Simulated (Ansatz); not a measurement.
All numbers below come from Ansatz 0.2.0, DFT PBEsol, scalar-relativistic, plane waves, PAW.

Structure of AlCu₄:

```yaml
crystal:
  lattice:
    - [6.22468, 0.00000, 0.00000]
    - [0.00000, 6.22468, 0.00000]
    - [0.00000, 0.00000, 6.22468]
  atoms:
    - { symbol: Al, position: [0.43981, 0.93981, 0.56019] }
    - { symbol: Al, position: [0.93981, 0.56019, 0.43981] }
    - { symbol: Al, position: [0.56019, 0.43981, 0.93981] }
    - { symbol: Al, position: [0.06019, 0.06019, 0.06019] }
    - { symbol: Cu, position: [0.80876, 0.30876, 0.19124] }
    - { symbol: Cu, position: [0.30876, 0.19124, 0.80876] }
    - { symbol: Cu, position: [0.19124, 0.80876, 0.30876] }
    - { symbol: Cu, position: [0.69124, 0.69124, 0.69124] }
    - { symbol: Cu, position: [0.04722, 0.87535, 0.70084] }
    - { symbol: Cu, position: [0.29916, 0.54722, 0.62465] }
    - { symbol: Cu, position: [0.37535, 0.79916, 0.95278] }
    - { symbol: Cu, position: [0.54722, 0.62465, 0.29916] }
    - { symbol: Cu, position: [0.79916, 0.95278, 0.37535] }
    - { symbol: Cu, position: [0.87535, 0.70084, 0.04722] }
    - { symbol: Cu, position: [0.95278, 0.37535, 0.79916] }
    - { symbol: Cu, position: [0.70084, 0.04722, 0.87535] }
    - { symbol: Cu, position: [0.62465, 0.29916, 0.54722] }
    - { symbol: Cu, position: [0.45278, 0.12465, 0.20084] }
    - { symbol: Cu, position: [0.20084, 0.45278, 0.12465] }
    - { symbol: Cu, position: [0.12465, 0.20084, 0.45278] }
```

Cutoff 420 eV; k points 6×6×6 on the computed 20-atom cell (Γ-centred); Gaussian smearing, width 0.10 eV; no spin polarisation.

Levels along Γ–X–M–Γ–R–X | R–M–X1, in eV from the Fermi level, sorted by energy at each point. Points in fractions of the primitive reciprocal vectors: Γ (0.000 0.000 0.000), X (0.000 0.500 0.000), M (0.500 0.500 0.000), R (0.500 0.500 0.500), X1 (0.500 0.000 0.000).
```csv
point,"k (1/Å, with 2π)",band 153,band 154,band 155,band 156,band 157,band 158,band 159,band 160
Γ,0.000,-0.74,-0.74,-0.74,-0.44,-0.44,-0.44,-0.25,-0.25
-,0.101,-0.97,-0.75,-0.70,-0.60,-0.59,-0.24,-0.03,0.03
-,0.202,-1.25,-0.99,-0.92,-0.63,-0.58,-0.24,-0.13,0.46
-,0.303,-1.25,-1.18,-1.15,-0.62,-0.58,-0.24,-0.12,0.86
-,0.404,-1.45,-1.41,-0.66,-0.60,-0.58,-0.27,0.03,1.01
X,0.505,-1.55,-1.55,-0.59,-0.59,-0.35,-0.35,0.47,0.47
-,0.606,-1.35,-1.35,-0.69,-0.69,-0.44,-0.44,0.40,0.40
-,0.707,-1.02,-1.02,-0.86,-0.86,-0.65,-0.65,0.33,0.33
-,0.807,-1.08,-1.08,-0.95,-0.95,-0.51,-0.51,0.37,0.37
-,0.908,-1.22,-1.22,-1.17,-1.17,-0.17,-0.17,0.65,0.65
M,1.009,-1.31,-1.31,-1.25,-1.25,-0.08,-0.08,1.03,1.03
-,1.152,-1.29,-1.22,-1.12,-1.02,-0.46,-0.19,0.34,0.75
-,1.295,-1.23,-1.18,-0.99,-0.81,-0.73,-0.56,-0.03,0.41
-,1.438,-1.31,-1.09,-1.01,-0.93,-0.37,-0.32,-0.09,0.28
-,1.580,-1.04,-0.86,-0.82,-0.61,-0.45,-0.30,-0.04,0.04
Γ,1.723,-0.74,-0.74,-0.74,-0.44,-0.44,-0.44,-0.25,-0.25
-,1.898,-1.22,-1.03,-0.70,-0.56,-0.34,-0.32,-0.06,-0.06
-,2.073,-1.41,-1.31,-0.79,-0.74,-0.34,-0.07,0.04,0.20
-,2.248,-1.13,-0.72,-0.62,-0.57,0.00,0.20,0.50,0.52
-,2.422,-0.30,-0.12,0.04,0.22,0.42,0.44,0.73,1.07
R,2.597,0.41,0.41,0.41,0.41,0.72,0.72,0.72,0.72
-,2.740,-0.08,-0.08,0.21,0.21,0.50,0.50,0.92,0.92
-,2.883,-0.70,-0.70,-0.36,-0.36,0.11,0.11,0.91,0.91
-,3.026,-1.15,-1.15,-0.89,-0.89,-0.21,-0.21,0.59,0.59
-,3.168,-1.34,-1.34,-0.85,-0.85,-0.38,-0.38,0.43,0.43
X,3.311,-1.55,-1.55,-0.59,-0.59,-0.35,-0.35,0.47,0.47
R,3.311,0.41,0.41,0.41,0.41,0.72,0.72,0.72,0.72
-,3.412,0.13,0.13,0.27,0.27,0.63,0.63,0.86,0.86
-,3.513,-0.24,-0.24,-0.22,-0.22,0.37,0.37,1.16,1.16
-,3.614,-0.76,-0.76,-0.62,-0.62,0.12,0.12,1.23,1.23
-,3.715,-1.15,-1.15,-1.01,-1.01,-0.03,-0.03,1.08,1.08
M,3.816,-1.31,-1.31,-1.25,-1.25,-0.08,-0.08,1.03,1.03
-,3.917,-1.23,-1.23,-1.20,-1.20,-0.27,-0.27,0.82,0.82
-,4.018,-1.17,-1.17,-0.99,-0.99,-0.67,-0.67,0.58,0.58
-,4.119,-1.28,-1.28,-0.85,-0.85,-0.67,-0.67,0.43,0.43
-,4.220,-1.50,-1.50,-0.69,-0.69,-0.44,-0.44,0.41,0.41
X1,4.321,-1.55,-1.55,-0.59,-0.59,-0.35,-0.35,0.47,0.47
```